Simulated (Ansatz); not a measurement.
## Profile along the O–Ni line in NiO (rock salt)

NiO (rock salt)

```xyz
2
Lattice="0.0000 2.1087 2.1087 2.1087 0.0000 2.1087 2.1087 2.1087 0.0000" Properties=species:S:1:pos:R:3 pbc="T T T"
O      0.0000     0.0000     0.0000
Ni     2.1087     2.1087     2.1087
```

Fields along a shortest O–Ni line of a {100} plane (2.11 Å), from O to Ni, interpolated on the slice's grid (step about 0.1 Å). Level of theory: PBE (plane waves to 420 eV, PAW, scalar-relativistic; Ansatz, an electronic-structure program). k mesh 19×19×19. Inside the PAW spheres the values are not all-electron values, and peaks at nuclei hang on which shells count as valence. NiO is run spin-polarised and with no Hubbard U; the real compound is an antiferromagnetic insulator, a state that this run doesn't describe. NiO was relaxed with its symmetry unable to fall. Relaxed NiO ends ferromagnetic. The PAW data are Ansatz's earlier set. The magnetic order is the one the run started from; other orders were not tried.

| distance from O (Å) | valence electron density (e/Å³) | spin density, up minus down (e/Å³) | electron localisation function | ELF of the up spins | ELF of the down spins |
|---|---|---|---|---|---|
| 0.00 | 8.66 | 0.61 | x | x | x |
| 0.21 | 7.21 | 0.50 | x | x | x |
| 0.42 | 4.04 | 0.25 | 0.75 | 0.76 | 0.75 |
| 0.63 | 1.65 | 0.07 | 0.82 | 0.81 | 0.83 |
| 0.84 | 0.70 | 0.01 | 0.62 | 0.54 | 0.73 |
| 1.05 | 0.43 | 0.04 | 0.15 | 0.12 | 0.20 |
| 1.27 | 0.63 | 0.18 | 0.08 | 0.14 | 0.03 |
| 1.48 | 2.54 | 0.71 | 0.20 | 0.28 | 0.11 |
| 1.69 | 12.64 | 1.85 | 0.66 | 0.65 | 0.66 |
| 1.90 | 41.95 | 4.26 | x | x | x |
| 2.11 | 64.58 | 6.49 | x | x | x |

x: too close to a nucleus for the ELF to mean much.

Density on the O–Ni line (2.11 Å) at its density minimum, 1.1 Å from O: 0.43 e/Å³. ELF at that point: 0.1.
